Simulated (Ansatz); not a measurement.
Relaxing an invented SiGeO4 structure

The calculation used DFT PBE, scalar-relativistic, plane waves, PAW (Ansatz). Cutoff 420 eV, Gaussian smearing, Γ-centred meshes. Cell and atoms relax first on a coarse mesh and then on a converged one. In between, the cell is made exact in the group found at 0.06 Å. The steps can't lower the symmetry of their start. No spin polarisation.

The guess for SiGeO4 was made by a generator: 4-connected net, bridging atoms on its edges (P6_3mc, No. 186). Lengths were set from tabulated atomic sizes, so they are only a guess.

```cif
data_structure
_symmetry_space_group_name_H-M 'P6_3mc'
_symmetry_Int_Tables_number 186
_cell_length_a 5.3979
_cell_length_b 5.3979
_cell_length_c 8.8147
_cell_angle_alpha 90.000
_cell_angle_beta 90.000
_cell_angle_gamma 120.000
_cell_volume 222.42
loop_
_atom_site_label
_atom_site_type_symbol
_atom_site_symmetry_multiplicity
_atom_site_Wyckoff_symbol
_atom_site_fract_x
_atom_site_fract_y
_atom_site_fract_z
_atom_site_occupancy
Si1 Si 2 b 0.33333 0.66667 0.93750 1
Ge1 Ge 2 b 0.66667 0.33333 0.06250 1
O1 O 6 c 0.00952 0.50476 0.99822 1
O2 O 2 b 0.33333 0.66667 0.75535 1
```

Energies over the elements count from the elements' standard structures at the same level (O₂ as a molecule), with no fitted energy shifts.

Problem. Which structure results?

Solution. The symmetry stays P6_3mc (No. 186). The volume per atom grows by 3.8 %, from 18.5 to 19.2 Å³. The shortest distance goes from 1.61 Å (Si–O) to 1.62 Å (Si–O). Conventional cell: a = 5.466 Å, c = 8.922 Å. Si has 4 O at 1.62 Å; around Ge lie 4 O at 1.73 Å; O on a site of symmetry m has 1 Si at 1.62 Å and 1 Ge at 1.73 Å; O on a site of symmetry 3m has 1 Si at 1.62 Å and 1 Ge at 1.73 Å.

```
Si Ge O
1.0
     5.46610    0.00000    0.00000
    -2.73305    4.73378    0.00000
     0.00000    0.00000    8.92243
Si Ge O
2 2 8
Direct
  0.33333 0.66667 0.93753
  0.66667 0.33333 0.43753
  0.66667 0.33333 0.06241
  0.33333 0.66667 0.56241
  0.01143 0.50571 0.99789
  0.49429 0.50571 0.99789
  0.49429 0.98857 0.99789
  0.33333 0.66667 0.75638
  0.66667 0.33333 0.25638
  0.50571 0.01143 0.49789
  0.50571 0.49429 0.49789
  0.98857 0.49429 0.49789
```

Problem. Give its energy and gap.

Solution. The formation energy is −2.109 eV/atom and the gap on the 6×6×4 mesh of the 12-atom cell is 4.04 eV.

Whether it is stable depends on the other phases of the system, which aren't compared here.

The last run used Gaussian smearing of 0.02 eV. Kohn–Sham gaps at this level usually fall short of measured ones. A structure relaxed within its symmetry needn't be a true minimum. In all, the 3 runs took 2.9 min on 1 thread of Arm Neoverse V1 (shared host).
